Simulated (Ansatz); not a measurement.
Level of theory: Ansatz, DFT PBE, scalar-relativistic, plane waves, PAW. Settings: cutoff 420 eV, Γ-centred meshes spaced at most about 0.3 Å⁻¹, and about 0.25 Å⁻¹ or finer for metals (2π included), Gaussian smearing. No spin polarisation in the final relaxations.

These are static total energies at zero pressure. All come from trial cells, and lower structures may exist.

Task: Order these relaxed structures of AlAsPd₃ by energy, lowest first, with the energy over the lowest of them.
A. Space group P4/mmm (No. 123), tetragonal, a = 4.628 Å, c = 4.635 Å. Al is surrounded by 2 As at 2.32 Å and 12 Pd at 3.27 Å; around As lie 4 Pd at 2.31 Å and 2 Al at 2.32 Å; around Pd on a site of symmetry 4/mmm lie 4 Al at 3.27 Å and 8 Pd at 3.27 Å; Pd on a site of symmetry mmm is surrounded by 2 As at 2.31 Å, 8 Pd at 3.27 Å and 4 Al at 3.27 Å.
B. Space group Pm-3m (No. 221), cubic, a = 4.565 Å. Around Al lie 6 Pd at 2.28 Å; As has 12 Pd at 3.23 Å; around Pd lie 2 Al at 2.28 Å, 4 As at 3.23 Å and 8 Pd at 3.23 Å.
C. Space group Pm-3m (No. 221), cubic, a = 4.635 Å. Al has 12 Pd at 3.28 Å; around As lie 6 Pd at 2.32 Å; Pd has 2 As at 2.32 Å, 4 Al at 3.28 Å and 8 Pd at 3.28 Å.

Result: C (0 meV/atom), B (65 meV/atom), A (178 meV/atom). Forms: C antiperovskite type, Pm-3m; B antiperovskite type, Pm-3m; A P4/mmm. Counting Al or Pd atoms around As (for each partner element, those within 1.25 times its shortest distance or 1.15 times the sum of covalent radii, where it is the nearest in units of that sum or under 1.3; the shortest distance is added where it is long for a bond): C has As 6; B has As 12 from 3.2 Å; A has As 6. Even the lowest lies +0.13 eV/atom against the elements.

Cells relaxed within their symmetry can be saddle points. Some candidate types were left out of the draw beforehand, so a known form may be missing.
